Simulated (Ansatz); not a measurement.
An Ansatz (a first-principles code) run. Input:

Ansatz 0.2 input:
```yaml
crystal:
  lattice:
    - [-4.8613670327, 4.8613670327, 4.8613670327]
    - [4.8613670327, -4.8613670327, 4.8613670327]
    - [4.8613670327, 4.8613670327, -4.8613670327]
  atoms:
    - { symbol: La, position: [0.1408623407, 0.1408623407, 0.1408623407] }
    - { symbol: La, position: [0.8591376593, 0.5, 0.0] }
    - { symbol: La, position: [0.5, 0.0, 0.3591376593] }
    - { symbol: La, position: [0.0, 0.8591376593, 0.5] }
    - { symbol: La, position: [0.3591376593, 0.5, 0.0] }
    - { symbol: La, position: [0.6408623407, 0.6408623407, 0.6408623407] }
    - { symbol: La, position: [0.0, 0.3591376593, 0.5] }
    - { symbol: La, position: [0.5, 0.0, 0.8591376593] }
    - { symbol: Sb, position: [0.25, 0.625, 0.375] }
    - { symbol: Sb, position: [0.375, 0.25, 0.625] }
    - { symbol: Sb, position: [0.75, 0.875, 0.125] }
    - { symbol: Sb, position: [0.125, 0.75, 0.875] }
    - { symbol: Sb, position: [0.625, 0.375, 0.25] }
    - { symbol: Sb, position: [0.875, 0.125, 0.75] }
kpoints:
  mp_grid: { grid: [6, 6, 6] }
hamiltonian:
  xc: r2scan
  pseudopotentials: { kind: paw }
scf:
  occupations: { method: gaussian, width: 0.05 }
checkpoint: { read: metal.run }
output: { write_density: true, elf: true, volumetric_format: npy }
basis: { fft_grid_basis: typed }
```

Output (shortened):

```
Pseudopotentials: kind: paw
Pseudopotential: La, paw, valence charge 11
Pseudopotential: Sb, paw, valence charge 15
Functional definition: r2SCAN
Crystal: 14 atoms, lattice volume = 459.553 Å³
Basis set: ecut = 500 eV, 11849 PW (Γ), exchange–correlation on 256×256×256 points (64 copies of the dense FFT grid, shifted against one another)
Bands: 107, of which v1, the nominal top of the filled ones, is band 89 counted from 1 (88 counted from 0)
Symmetry: 24 space group operations
Space group: I-43d (ITA 220), of the structure as read, at distance tolerance 7.7e-5 Å
k-points: 16 of 216 (time reversal used)
PAW frozen core: La, regenerated for the run's functional
PAW frozen core: Sb, regenerated for the run's functional
Initial density: read from a saved state, or passed on in memory by an earlier SCF of this step, an earlier step, the calling program or the single point that …
Stability of the state it starts from, as read at its close in the unpolarized treatment …
Initial wavefunctions: pseudopotential atomic-orbital guess
Eigensolver: davidson
Functional: x = r2scan, c = r2scan; τ floored in thin density (d = 2e-4 eV/Å³)
iter 1 solved again at ethr=4.33e-7 eV; its pass at ethr=3.10e-3 eV (dr2=7.70e-4 eV) is discarded
SCF iter   1: F=—  HF=-89130.835698 eV  |F-HF|=—  |Δ(HF+E_count)|=         —  Δρ=1.10e-6  dr2=4.82e-9  dr2_τ=5.83e-10  ethr=4.33e-7  ⟨swp⟩=3.4  Hψ=13017  notcnv=0
all-band conjugate gradients solve this SCF's bands
preconditioner: auto → Kerker (q_TF=auto, 2.329 Å⁻¹)
SCF iter   2: F=—  HF=-89130.835925 eV  |F-HF|=—  |Δ(HF+E_count)|=   2.27e-4  Δρ=5.02e-7  dr2=1.13e-9  dr2_τ=3.56e-10  ethr=2.71e-12  ⟨swp⟩=15.8  Hψ=9562  notcnv=0
SCF iter   3: F=-89130.835925 eV  HF=-89130.835925 eV  |F-HF|=2.04e-10  |Δ(HF+E_count)|=  8.73e-11  Δρ=3.44e-7  dr2=5.44e-10  dr2_τ=5.01e-11  ethr=1.00e-12  ⟨swp⟩=1.1  Hψ=3515  notcnv=0
SCF 1 converged in 3 iterations: F = -89130.835925 eV  dr2 = 5.44e-10
SCF converged after 3 iterations
Free energy (F): -89130.835925 eV
Harris-Foulkes:  -89130.835925 eV  (|F-HF|=2.04e-10)
Internal energy: -89130.810765 eV  (E = F + TS)
E sigma→0 (E₀):  -89130.823345 eV
Entropy (-TS):   -0.025160 eV (-1.797 meV/atom)
Fermi energy:    11.359585 eV
--- Per-component energies (eV) ---
  E_band       = -1336.939601
  E_kinetic    = 2779.261826
  E_local      = -12621.648373  (includes V_loc(G=0)·N_el)
  E_nonlocal   = 2935.548403
  E_hartree    = 5464.636659
  E_xc         = -1824.773657
  E_vxc        = -1901.634492  (∫ρ·V_xc dr)
  E_paw        = -71122.926572  (= ΣΔE_a)
  E_vpaw       = -3563.074076  (= ΣTr[D̂ρ^β])
  E_aug_tail   = -0.000003  (compensation charges beyond the density's cutoff)
  E_vtau       = 105.333475  (kinetic-family band-sum trace: ∫τ·v_τ [+ j·A + Jᵃ·Aᵃ] dr)
  E_ewald      = -14744.493368
  E_core_change = 3.584321  (= ΣΔE_core)
  E_smearing   = -0.025160  (= −TS)
  E_closure    = 0.000000  (closes the sum)
  Σ components = -89130.835925   (vs F -89130.835925, Δ=0.00e0)
  [band-id]    e_kinetic+e_local+e_nonlocal+2·e_hartree+e_vxc+e_vpaw+e_augmentation_tail+e_vtau = -1336.939923   (vs E_band -1336.939601, Δ=-3.22e-4)
--- Band table (eV; the first three rows and the last of 16) ---
  k-point 0: bands = ["-23.0497", "-23.0175", "-22.9706", "-22.9706", "-22.9706", "-22.9583", "-22.9583", "-22.9583", "-17.8701", "-17.8701", "-17.8683", "-17.8683", "-17.8683", "-17.8662", "-17.8662", "-17.8647", "-17.8642", "-17.8642", "-17.8642", "-17.8629", "-17.8534", "-17.8534", "-17.8534", "-17.8532", "-17.8532", "-17.8532", "-17.8524", "-17.8524", "-17.8524", "-17.8511", "-17.8511", "-17.8511", "-17.8321", "-17.8321", "-17.8314", "-17.8314", "-17.8314", "-17.8306", "-6.7172", "-6.7172", "-6.6479", "-6.6479", "-6.6479", "-6.4898", "-6.4898", "-6.4669", "-6.3858", "-6.3858", "-6.3858", "-6.3303", "-6.3303", "-6.3303", "-6.1729", "-6.1067", "-6.1067", "-6.1067", "-6.0788", "-6.0788", "-6.0788", "-6.0444", "-6.0444", "-6.0444", "1.2373", "2.1199", "2.1199", "2.1199", "2.2873", "2.2873", "7.5338", "7.5338", "7.5338", "8.4537", "8.4537", "8.4537", "8.6220", "8.6610", "8.6610", "8.6610", "8.8970", "8.8970", "8.8970", "9.2347", "9.2347", "10.2640", "10.2640", "10.2640", "10.7789", "10.7789", "11.1721", "11.1721", "11.1721", "11.6155", "12.0366", "12.0366", "12.4710", "12.4710", "12.4710", "12.5858", "12.5858", "12.5858", "12.6755", "12.6755", "12.6755", "12.7804", "12.9270", "12.9270", "12.9270"]
  k-point 1: bands = ["-23.0459", "-23.0165", "-22.9800", "-22.9781", "-22.9699", "-22.9593", "-22.9524", "-22.9520", "-17.8699", "-17.8698", "-17.8683", "-17.8683", "-17.8682", "-17.8663", "-17.8662", "-17.8648", "-17.8646", "-17.8643", "-17.8642", "-17.8626", "-17.8536", "-17.8536", "-17.8533", "-17.8531", "-17.8529", "-17.8528", "-17.8524", "-17.8524", "-17.8523", "-17.8513", "-17.8512", "-17.8512", "-17.8321", "-17.8321", "-17.8314", "-17.8314", "-17.8314", "-17.8307", "-6.7136", "-6.7011", "-6.6359", "-6.6353", "-6.6236", "-6.5295", "-6.5077", "-6.4651", "-6.4157", "-6.4148", "-6.3969", "-6.3025", "-6.2953", "-6.2781", "-6.1847", "-6.1369", "-6.1122", "-6.1086", "-6.0805", "-6.0787", "-6.0784", "-6.0548", "-6.0476", "-6.0464", "1.3288", "2.0655", "2.0975", "2.1200", "2.2564", "2.3094", "7.5146", "7.5701", "7.6617", "8.1007", "8.4635", "8.4648", "8.5529", "8.5731", "8.6932", "8.8559", "8.9272", "8.9848", "9.1124", "9.2509", "9.3718", "9.7577", "9.9708", "10.0194", "10.8924", "11.0355", "11.2667", "11.3272", "11.4121", "11.7546", "12.0163", "12.0403", "12.1422", "12.2523", "12.3061", "12.5440", "12.6067", "12.6545", "12.6722", "12.7688", "12.7712", "12.8221", "12.9628", "12.9681", "12.9745"]
  k-point 2: bands = ["-23.0354", "-23.0149", "-22.9937", "-22.9890", "-22.9679", "-22.9618", "-22.9459", "-22.9456", "-17.8696", "-17.8695", "-17.8684", "-17.8683", "-17.8678", "-17.8664", "-17.8663", "-17.8658", "-17.8645", "-17.8644", "-17.8639", "-17.8627", "-17.8537", "-17.8537", "-17.8533", "-17.8532", "-17.8526", "-17.8524", "-17.8523", "-17.8522", "-17.8522", "-17.8517", "-17.8514", "-17.8514", "-17.8320", "-17.8320", "-17.8314", "-17.8314", "-17.8313", "-17.8309", "-6.6925", "-6.6727", "-6.6132", "-6.6020", "-6.5943", "-6.5699", "-6.5201", "-6.4715", "-6.4647", "-6.4269", "-6.4214", "-6.2630", "-6.2565", "-6.2393", "-6.2166", "-6.1793", "-6.1177", "-6.1093", "-6.0873", "-6.0812", "-6.0770", "-6.0741", "-6.0556", "-6.0530", "1.5684", "2.0006", "2.0272", "2.1085", "2.1832", "2.2979", "7.4964", "7.6557", "7.8379", "8.0009", "8.4522", "8.4848", "8.5158", "8.6510", "8.7377", "8.7703", "8.9126", "8.9975", "9.1147", "9.2453", "9.5027", "9.5177", "9.6499", "9.6635", "11.0669", "11.1763", "11.3410", "11.4630", "11.6537", "11.8136", "12.0090", "12.0274", "12.0355", "12.2265", "12.2369", "12.5513", "12.6245", "12.6699", "12.7418", "12.7539", "12.8246", "12.8637", "12.8820", "12.8931", "12.9793"]
  k-point 15: bands = ["-22.9990", "-22.9990", "-22.9990", "-22.9990", "-22.9990", "-22.9990", "-22.9302", "-22.9302", "-17.8682", "-17.8682", "-17.8682", "-17.8682", "-17.8682", "-17.8682", "-17.8648", "-17.8648", "-17.8648", "-17.8648", "-17.8648", "-17.8648", "-17.8529", "-17.8529", "-17.8529", "-17.8529", "-17.8529", "-17.8529", "-17.8521", "-17.8521", "-17.8521", "-17.8521", "-17.8519", "-17.8519", "-17.8315", "-17.8315", "-17.8315", "-17.8315", "-17.8315", "-17.8315", "-6.6293", "-6.6293", "-6.6293", "-6.6293", "-6.6293", "-6.6293", "-6.3979", "-6.3979", "-6.3979", "-6.3979", "-6.3979", "-6.3979", "-6.2582", "-6.2582", "-6.1476", "-6.1476", "-6.1476", "-6.1476", "-6.1476", "-6.1476", "-6.0784", "-6.0784", "-6.0784", "-6.0784", "2.0248", "2.0248", "2.0248", "2.0248", "2.0248", "2.0248", "7.9994", "7.9994", "7.9994", "7.9994", "7.9994", "7.9994", "8.6804", "8.6804", "8.6804", "8.6804", "9.0016", "9.0016", "9.4344", "9.4344", "9.4344", "9.4344", "9.4344", "9.4344", "11.2041", "11.2041", "11.2041", "11.2041", "11.2041", "11.2041", "12.5443", "12.5443", "12.6785", "12.6785", "12.6785", "12.6785", "12.6785", "12.6785", "12.7392", "12.7392", "12.7392", "12.7392", "12.7392", "12.7392", "13.0069"]
  band table: 107 of 107 bands, residual norms ≤ 1.0e-3 eV
```

Cost: very roughly 3 core-minutes on shared cores.

The workflow started from an entry of the Crystallography Open Database (COD). Its standing as an ambient phase is unchecked. The r²SCAN relaxation kept the symmetry of its start; whether a distortion lowers the energy is not shown. Scalar-relativistic: spin–orbit coupling is off unless named, which matters more the heavier the elements.

Potentials: the later of the program's two PAW sets.

Ansatz is a plane-wave DFT program.
